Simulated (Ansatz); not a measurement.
## Stationary points along a deformation path in TaF3

Method: Ansatz, DFT PBE, scalar-relativistic, plane waves, PAW. Cutoff 420 eV, Γ-centred 14×14×14 k-points, Gaussian smearing of 0.15 eV. Spin–orbit coupling is left out, which matters for the heavy elements here. No spin polarisation. Energies are free energies at this smearing, counted from the undisturbed cell; pressure is positive in compression.

The starting cell (as given, not relaxed at this level; it stands at 25.5 GPa, and it needn't be the usual structure):

```
Ta F
1.0
     3.90120    0.00000    0.00000
     0.00000    3.90120    0.00000
     0.00000    0.00000    3.90120
Ta F
1 3
Direct
  0.00000 0.00000 0.00000
  0.50000 0.00000 0.00000
  0.00000 0.50000 0.00000
  0.00000 0.00000 0.50000
```

At fixed volume and fractional coordinates, lengths along (0.577, 0.577, 0.577) are scaled against those across it; ρ is that ratio over its starting value. V = 14.843 Å³/atom. Δσ is the stress along the axis less the mean stress across it (compression positive).

| ρ | ΔE (meV/atom) | Δσ (GPa) | space group |
| --- | --- | --- | --- |
| 0.500 | -62.2 | 11.40 | R-3m |
| 0.600 | -146.2 | 3.40 | R-3m |
| 0.710 | -138.0 | -4.85 | R-3m |
| 0.850 | -54.3 | -8.68 | R-3m |
| 0.930 | -12.6 | -5.42 | R-3m |
| 1.000 | 0.0 | 0.00 | Pm-3m |
| 1.080 | -14.4 | 5.85 | R-3m |
| 1.200 | -65.2 | 8.21 | R-3m |
| 1.410 | -104.8 | -3.02 | R-3m |
| 1.700 | 98.3 | -35.06 | R-3m |
| 2.000 | 634.2 | -72.25 | R-3m |

Task: How does the stress give the slope of the energy, and where is the energy stationary?

Result: Along the path d ln(length) is 2/3 d ln ρ on the axis and −1/3 d ln ρ across it, so dE/d ln ρ = −(2/3) V Δσ: the energy falls with ρ where Δσ is positive. Δσ vanishes or changes sign between ρ = 0.600 and 0.710, a minimum (near 0.64 by linear interpolation); at ρ = 1.000 (Pm-3m), a maximum at 0.0 meV/atom; between ρ = 1.200 and 1.410, a minimum (near 1.35 by linear interpolation). Pairs of stationary points between two samples would go unseen, and could change a minimum read from distant neighbours into a maximum. At ρ = 1.000 the cell is cubic, where symmetry alone makes the stress isotropic and the slope zero.

Task: Which shear constant sets the curvature at ρ = 1?

Result: For a cubic crystal E/V = (2/3) C (ln ρ)² with C = C44, so Δσ = −2C ln ρ. The parabola of Δσ against ln ρ through ρ = 0.930, 1 and 1.080 gives C ≈ -38 GPa with the ions clamped, rough because the steps are large. It is the stress–strain coefficient at this cell's pressure of 25.5 GPa, not the zero-pressure constant. It is negative, so the cubic cell is unstable to this shear.

Task: Is the start the lowest point of the path?

Result: No: ρ = 0.600 lies 146.2 meV/atom lower, with no sampled rise above the start on the way. Volume and inner coordinates are held, so a relaxed structure there would lie lower still.

No gap shows at this level, though a semilocal functional can close a small gap that the real compound has; without a gap these slopes depend on the k mesh and the smearing.